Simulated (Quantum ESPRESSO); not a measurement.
**Band energies of AlAs at +1 % isotropic strain**

```xyz
2
Lattice="0.0000 2.8658 2.8658 2.8658 0.0000 2.8658 2.8658 2.8658 0.0000" Properties=species:S:1:pos:R:3 pbc="T T T"
Al     0.0000     0.0000     0.0000
As     1.4329     1.4329     1.4329
```

norm-conserving PBE (stringent potentials; Quantum ESPRESSO, 104 Ry, scalar-relativistic); path ΓXWKΓLUWLK,UX; energies in eV from the valence-band maximum.

| k (1/Å) | point | band 9 | band 10 | band 11 | band 12 | band 13 | band 14 | band 15 | band 16 |
|---|---|---|---|---|---|---|---|---|---|
| 0.00 | Γ | -34.38 | -11.66 | 0.00 | 0.00 | 0.00 | 1.76 | 4.23 | 4.23 |
| 0.55 |  | -34.38 | -10.93 | -3.19 | -1.29 | -1.29 | 2.58 | 3.69 | 6.69 |
| 1.10 | X | -34.38 | -9.82 | -5.30 | -2.09 | -2.09 | 1.50 | 2.30 | 10.04 |
| 1.64 | W | -34.38 | -9.79 | -4.98 | -3.03 | -2.70 | 4.32 | 5.45 | 5.57 |
| 2.03 | K | -34.38 | -9.85 | -5.06 | -3.26 | -1.73 | 2.26 | 4.90 | 8.00 |
| 2.35 |  | -34.38 | -10.25 | -4.65 | -3.00 | -1.04 | 3.14 | 5.96 | 6.14 |
| 2.88 |  | -34.38 | -11.41 | -1.92 | -0.71 | -0.10 | 3.02 | 4.28 | 4.49 |
| 3.19 | Γ | -34.38 | -11.66 | 0.00 | 0.00 | 0.00 | 1.76 | 4.23 | 4.23 |
| 3.41 |  | -34.38 | -11.55 | -1.21 | -0.13 | -0.13 | 2.50 | 4.45 | 4.45 |
| 4.04 |  | -34.38 | -10.39 | -5.28 | -0.78 | -0.78 | 2.03 | 4.68 | 4.68 |
| 4.14 | L | -34.38 | -10.33 | -5.40 | -0.80 | -0.80 | 2.01 | 4.66 | 4.66 |
| 4.59 |  | -34.38 | -10.02 | -5.06 | -2.94 | -1.41 | 2.71 | 5.70 | 6.55 |
| 4.82 | U | -34.38 | -9.85 | -5.06 | -3.26 | -1.73 | 2.26 | 4.90 | 8.00 |
| 5.11 |  | -34.38 | -9.80 | -4.99 | -3.09 | -2.55 | 3.91 | 5.15 | 5.93 |
| 5.20 | W | -34.38 | -9.79 | -4.98 | -3.03 | -2.70 | 4.32 | 5.45 | 5.57 |
| 5.69 |  | -34.38 | -10.19 | -5.23 | -2.09 | -1.19 | 3.21 | 4.23 | 5.73 |
| 5.98 | L | -34.38 | -10.33 | -5.40 | -0.80 | -0.80 | 2.01 | 4.66 | 4.66 |
| 6.15 |  | -34.38 | -10.28 | -5.34 | -1.39 | -0.92 | 2.57 | 4.47 | 4.97 |
| 6.57 |  | -34.38 | -9.89 | -5.02 | -3.29 | -1.63 | 2.40 | 5.44 | 7.43 |
| 6.65 | K | -34.38 | -9.85 | -5.06 | -3.26 | -1.73 | 2.26 | 4.90 | 8.00 |
| 6.65 | U | -34.38 | -9.85 | -5.06 | -3.26 | -1.73 | 2.26 | 4.90 | 8.00 |
| 7.04 | X | -34.38 | -9.82 | -5.30 | -2.09 | -2.09 | 1.50 | 2.30 | 10.04 |

The PBE gap is indirect, 1.50 eV, from Γ to X; the smallest direct gap is 1.76 eV.

Spin-orbit splittings are left out.

Geometry strained from the cell relaxed with PBEsol, atoms relaxed again.
